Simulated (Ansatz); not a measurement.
Structure: AlGa3P4, ordered on the zincblende lattice (R3m) with 8 atoms a cell, at its r2SCAN minimum. Space group R3m (No. 160), trigonal; conventional cell a = 3.860 Å, c = 37.815 Å, 20.33 Å³ an atom. Al has 4 P at 2.36–2.37 Å; Ga has 4 P at 2.36–2.37 Å; Ga has 4 P at 2.36 Å; P has 3 Al at 2.36 Å and 1 Ga at 2.37 Å; P has 4 Ga at 2.36 Å; P has 3 Ga at 2.36 Å and 1 Al at 2.37 Å.

```cif
data_structure
_symmetry_space_group_name_H-M 'R3m:H'
_symmetry_Int_Tables_number 160
_cell_length_a 3.8598
_cell_length_b 3.8598
_cell_length_c 37.8145
_cell_angle_alpha 90.000
_cell_angle_beta 90.000
_cell_angle_gamma 120.000
_cell_volume 487.89
loop_
_atom_site_label
_atom_site_type_symbol
_atom_site_symmetry_multiplicity
_atom_site_Wyckoff_symbol
_atom_site_fract_x
_atom_site_fract_y
_atom_site_fract_z
_atom_site_occupancy
Al1 Al 3 a 0.00000 0.00000 0.00007 1
Ga1 Ga 3 a 0.66667 0.33333 0.08347 1
Ga2 Ga 3 a 0.33333 0.66667 0.16669 1
Ga3 Ga 3 a 0.00000 0.00000 0.24982 1
P1 P 3 a 0.66667 0.33333 0.02086 1
P2 P 3 a 0.33333 0.66667 0.10426 1
P3 P 3 a 0.00000 0.00000 0.18743 1
P4 P 3 a 0.66667 0.33333 0.27074 1
```

The questions ask for values computed with Ansatz 0.2.0 on this geometry. Simulation only: non-magnetic, and no claim that this is the phase found in nature.

Given (8×8×8 mesh): With r2SCAN the valence top lies at Γ and the conduction bottom at k = (0.378, 0.378, -0.081), 1.85 eV higher; the smallest vertical gap, at Γ, is 2.17 eV.

Q: What does PBE+SOC give for the gap (8×8×8 mesh)?

A: PBE+SOC gives an indirect gap of 1.55 eV, from Γ to k = (0.378, 0.378, -0.081); the least direct gap is 1.74 eV at Γ. The gap differs by -0.30 eV from r2SCAN's.

Q: How does the gap change from r2SCAN to PBE0 (4×4×4)?

A: With PBE0 the valence top lies at Γ and the conduction bottom at k = (0.378, 0.378, -0.081), 2.91 eV higher; the smallest vertical gap, at Γ, is 3.32 eV. The gap differs by +1.06 eV from r2SCAN's.

Q: What do these levels agree on?

A: All these functionals give a gap of the same kind, indirect.

Only the levels marked +SOC include spin-orbit coupling.

Where an edge lies off the special points, it is a point of the mesh or the k point where a search put PBE's edge or least direct gap, reused for the other functionals, whose own edges may lie a little apart.

Coordinates of k points refer to the reciprocal vectors of the primitive cell of the runs.

PBE's own run along the path (1.59 eV) came before the search for the edges and missed one, so it isn't listed.
